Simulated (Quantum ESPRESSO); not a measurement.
# Planted mistakes on one cell of Zn2GaS3F

The results below are calculated, not measured. They come from pw.x of Quantum ESPRESSO 7.5, a plane-wave density functional program, with PseudoDojo standard norm-conserving files (v0.5 for PBE, v0.4.1 for LDA and PBEsol). The cells are made up: elements, strain and atom displacements were drawn at random, and nothing was relaxed. There is no spin polarisation, spin-orbit coupling or dispersion term.

The cell has 8 sites of a wurtzite lattice (rectangular cell). Sites 1 to 4 hold Zn empty Zn Ga; sites 5 to 8 hold S S S F. Cell vectors in Å: (3.564, 0.000, 0.000); (0.000, 6.173, 0.000); (0.000, 0.000, 5.820). Settings: PBE, cutoff 1143 eV, 5 x 4 x 4 k mesh shifted by half a step, Fermi-Dirac smearing of 0.025 eV.

The intended run has a self-consistency threshold of 1e-07 eV, a smearing term of 0.000 eV, a pressure of 14.17 GPa and 11 iterations. Each further run changes one thing: all lengths scaled by 1.0121; atoms of sites 4 and 7 exchanged; cutoff 793 eV; files of PBEsol; k mesh 1 x 1 x 1; one electron removed; smearing 0.51 eV; threshold 0.9 eV. A coarse mesh keeps the shift, and a charged cell sits in a uniform background.

```
run,change of free energy (eV),smearing term -TS (eV),change of P (GPa),largest change of a force component (eV/Å),iterations
A,4.030,0.000,-46.48,0.024,11
B,-2.692,0.000,-2.65,1.084,11
C,-6.177,-0.016,-17.01,0.569,13
D,0.051,0.000,-2.91,0.586,4
E,-0.115,-0.499,0.46,0.213,12
F,-0.356,0.000,-4.01,0.317,11
G,8.174,-0.007,6.33,3.308,14
H,11.410,0.000,-3.83,0.192,11
```

A rerun of the intended cell at 1437 eV and k mesh 7 x 6 x 6 moved values by no more than 0.009 eV in the cell's energy, 0.10 GPa in stress and 0.004 eV/Å in force.

Question: which change belongs to which run?

## Worked reading

Run D has the fewest iterations, as a run stopped early does. Run E has the largest smearing term, as wide smearing gives. Run A has a higher energy and the largest fall in pressure, as too small a basis gives. Run F changes the volume by a factor of 1.0367; minus its pressure change over the logarithm of that factor, 111 GPa, is a rough bulk modulus with clamped atoms. Energies from files of another functional, or of a charged cell, have another zero and say nothing on stability; the pressure of a charged cell rests on the program's zero of potential too.

## Key

```
run                            change
  A                     cutoff 793 eV
  B                  k mesh 1 x 1 x 1
  C              one electron removed
  D                  threshold 0.9 eV
  E                  smearing 0.51 eV
  F      all lengths scaled by 1.0121
  G  atoms of sites 4 and 7 exchanged
  H                   files of PBEsol
```